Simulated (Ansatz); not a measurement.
Relaxed TiO2 (rutile):

```yaml
crystal:
  lattice:
    - [4.59673, 0.00000, 0.00000]
    - [0.00000, 4.59673, 0.00000]
    - [0.00000, 0.00000, 2.95369]
  atoms:
    - { symbol: Ti, position: [0.00000, 0.00000, 0.00000] }
    - { symbol: Ti, position: [0.50000, 0.50000, 0.50000] }
    - { symbol: O, position: [0.30461, 0.30461, 0.00000] }
    - { symbol: O, position: [0.80461, 0.19539, 0.50000] }
    - { symbol: O, position: [0.19539, 0.80461, 0.50000] }
    - { symbol: O, position: [0.69539, 0.69539, 0.00000] }
```

In this cell atom 2 (Ti, nearest neighbour O at 1.948 Å; its periodic images, 3.0 Å or more away, move with it) is moved by s along Cartesian [110], unit vector (0.707, 0.707, 0.000); all other atoms and the cell stay fixed.

All values below come from r2SCAN (plane waves to 500 eV, PAW, scalar-relativistic; Ansatz, an electronic-structure program). k mesh 6×6×9 (Γ-centred), Fermi-Dirac smearing 0.05 eV. The energy includes the smearing's −TS. TiO2 is run without spin polarisation. TiO2 was relaxed with its symmetry unable to fall. ΔE is measured from the undisplaced structure.

The scan covers s from -0.190 to 0.190 Å in 11 points.

Is this a single well or a double well?

A single well with its minimum at or next to zero displacement.

Is the energy the same for equal positive and negative displacements?

Even: the same for both signs. With its periodic images moving along, the atom's site symmetry in this cell is mmm.

What is the force constant k = d²E/ds² of this move at s = 0?

21.8 eV/Å².

(A displaced cell: forces are minus the slopes of the energy, force constants its curvatures, and phonons follow from these.)
